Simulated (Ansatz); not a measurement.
MgTlF$_{3}$:
```
CELL_PARAMETERS angstrom
      4.08023     0.00000     0.00000
      0.00000     4.08023     0.00000
      0.00000     0.00000     4.08023
ATOMIC_POSITIONS crystal
  Mg 0.00000 0.00000 0.00000
  Tl 0.50000 0.50000 0.50000
  F  0.50000 0.00000 0.00000
  F  0.00000 0.50000 0.00000
  F  0.00000 0.00000 0.50000
```

Relaxed with r²SCAN.

Task: Map the electron localisation function on the plane through (0.000, 0.000, 0.000) spanned by u = [1, 0, 0] and v = [0, 1, 1] in lattice vectors, from plane-wave PAW r²SCAN (Ansatz code).

Result: x is the fraction of u, y of v (the angle between them is 90°; rows are the nearest grid lines); atoms in the plane: Mg at (0.00, 0.00), Tl at (0.50, 0.50), F at (0.50, 0.00).
```
y \ x   0.000  0.100  0.200  0.250  0.350  0.450  0.550  0.650  0.750  0.800  0.900   1.00
------  -----  -----  -----  -----  -----  -----  -----  -----  -----  -----  -----  -----
1.00    0.168  0.414  0.045  0.223  0.814  0.558  0.558  0.814  0.223  0.045  0.414  0.168
0.931   0.409  0.399  0.026  0.199  0.783  0.790  0.790  0.783  0.199  0.026  0.399  0.409
0.862   0.072  0.025  0.019  0.076  0.480  0.698  0.698  0.480  0.076  0.019  0.025  0.072
0.759   0.026  0.025  0.023  0.028  0.053  0.064  0.064  0.053  0.028  0.023  0.025  0.026
0.690   0.021  0.022  0.052  0.130  0.321  0.376  0.376  0.321  0.130  0.052  0.022  0.021
0.621   0.017  0.029  0.200  0.328  0.451  0.385  0.385  0.451  0.328  0.200  0.029  0.017
0.552   0.014  0.067  0.341  0.415  0.342  0.024  0.024  0.342  0.415  0.341  0.067  0.014
0.448   0.014  0.067  0.341  0.415  0.342  0.024  0.024  0.342  0.415  0.341  0.067  0.014
0.379   0.017  0.029  0.200  0.328  0.451  0.385  0.385  0.451  0.328  0.200  0.029  0.017
0.310   0.021  0.022  0.052  0.130  0.321  0.376  0.376  0.321  0.130  0.052  0.022  0.021
0.241   0.026  0.025  0.023  0.028  0.053  0.064  0.064  0.053  0.028  0.023  0.025  0.026
0.138   0.072  0.025  0.019  0.076  0.480  0.698  0.698  0.480  0.076  0.019  0.025  0.072
0.0690  0.409  0.399  0.026  0.199  0.783  0.790  0.790  0.783  0.199  0.026  0.399  0.409
0.000   0.168  0.414  0.045  0.223  0.814  0.558  0.558  0.814  0.223  0.045  0.414  0.168
```

The density is the valence pseudo-density with augmentation charge, so density and ELF within about 1 Å of a nucleus are not all-electron values.

Space group Pm-3m (cubic perovskite). The first step of the workflow began from a Materials Project structure, measured or hypothetical; the Crystallography Open Database copy checked does not list it. Whether it is the stable phase at ambient conditions was not checked. The r²SCAN relaxation kept the symmetry of its start; whether a distortion lowers the energy is not shown. Scalar-relativistic: spin–orbit coupling is off unless named, which matters more the heavier the elements.

Potentials: the later of the program's two PAW sets.
